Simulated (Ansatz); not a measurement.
CsZrAgS3: reading a single point

```
CELL_PARAMETERS angstrom
4.01298 0.00000 0.00000
2.00649 -7.42629 0.00000
0.00000 0.00000 -10.28654
ATOMIC_POSITIONS crystal
Cs 0.74083 0.51834 0.75000
Cs 0.25917 0.48166 0.25000
Zr 0.00000 0.00000 0.00000
Zr 0.00000 0.00000 0.50000
Ag 0.45546 0.08908 0.75000
Ag 0.54454 0.91092 0.25000
S 0.05573 0.88854 0.75000
S 0.94427 0.11146 0.25000
S 0.38196 0.23608 0.96189
S 0.61804 0.76392 0.46189
S 0.61804 0.76392 0.03811
S 0.38196 0.23608 0.53811
```

The numbers come from plane-wave PAW DFT (Ansatz): r2SCAN, no spin polarisation, 500 eV, 7×7×3 Γ-centred k points, fermi-dirac occupations (width 0.1 eV). Nothing was relaxed.

Q: Is the cell too large or too small?

A: The pressure is -1.4 GPa (compression positive), so with the atoms held at these fractions the cell would first shrink. The principal stresses -3.4, -1.1, 0.1 GPa differ, so its shape would change too.

Q: Give the Bader charges.

A: Bader charges in e: Cs +0.81, Zr +2.20, Ag +0.30, S -1.12 to -1.08. In the mean Zr gives up most and S takes most.

Q: What do density and ELF say about some of the short contacts?

A: Ag–S at 2.44 Å: least valence density 0.48 e/Å³ and ELF 0.27 there. Zr–S at 2.69 Å: least valence density 0.35 e/Å³ and ELF 0.31 there. Cs–S at 3.40 Å: least valence density 0.10 e/Å³ and ELF 0.06 there, a closed-shell (ionic or weak) contact. Both are smooth PAW fields, read partly inside the augmentation spheres.

Q: Metal or insulator? Give the gap.

A: The gap is 1.16 eV, indirect (the least direct gap found is 1.19 eV).

Q: Which orbitals make up the band edges?

A: Within 0.7 eV of the edges, the states project mainly on S p (71 %) and Ag d (21 %) below the gap and on Zr d (79 %) and S p (13 %) above it.

Origin: a known structure type with other elements, at an estimated volume, so it need not be a known compound.
